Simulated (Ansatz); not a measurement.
A geometry of Te2Mo away from equilibrium: the start of the relaxation of a generated cell, Te2Mo placed in the 2H-MoS2 structure type. Calculation: PBE (plane waves to 420 eV, PAW, scalar-relativistic; Ansatz, a program for electronic structure). Γ-centred k-mesh 7×7×2 on the run's cell (coarser than for final values), Fermi–Dirac smearing 0.05 eV.

```xyz
6
Lattice="3.7271 0.0000 0.0000 -1.8635 3.2277 0.0000 0.0000 0.0000 14.4967" Properties=species:S:1:pos:R:3 pbc="T T T"
Mo     0.0000     2.1518     3.6242
Mo     1.8635     1.0759    10.8725
Te     0.0000     2.1518     9.0967
Te     1.8635     1.0759     1.8483
Te     1.8635     1.0759     5.4000
Te     0.0000     2.1518    12.6484
```

**Question.** Predict the force on each atom, in eV/Å.

**Answer.** 
| atom | Fx | Fy | Fz |
|---|---|---|---|
| Mo1 | 0.00 | 0.00 | 0.00 |
| Mo2 | 0.00 | 0.00 | 0.00 |
| Te3 | 0.00 | 0.00 | 0.34 |
| Te4 | 0.00 | 0.00 | 0.34 |
| Te5 | 0.00 | 0.00 | -0.34 |
| Te6 | 0.00 | 0.00 | -0.34 |

**Question.** What is the pressure?

**Answer.** -4.8 GPa, compression positive.

No spin polarisation in the result. No dispersion correction is included, so spacings between layers, chains or molecules are soft and tend to come out too large.

The run could not lose the symmetry of its start; a randomly shaken copy of 6 atoms returns to this structure.
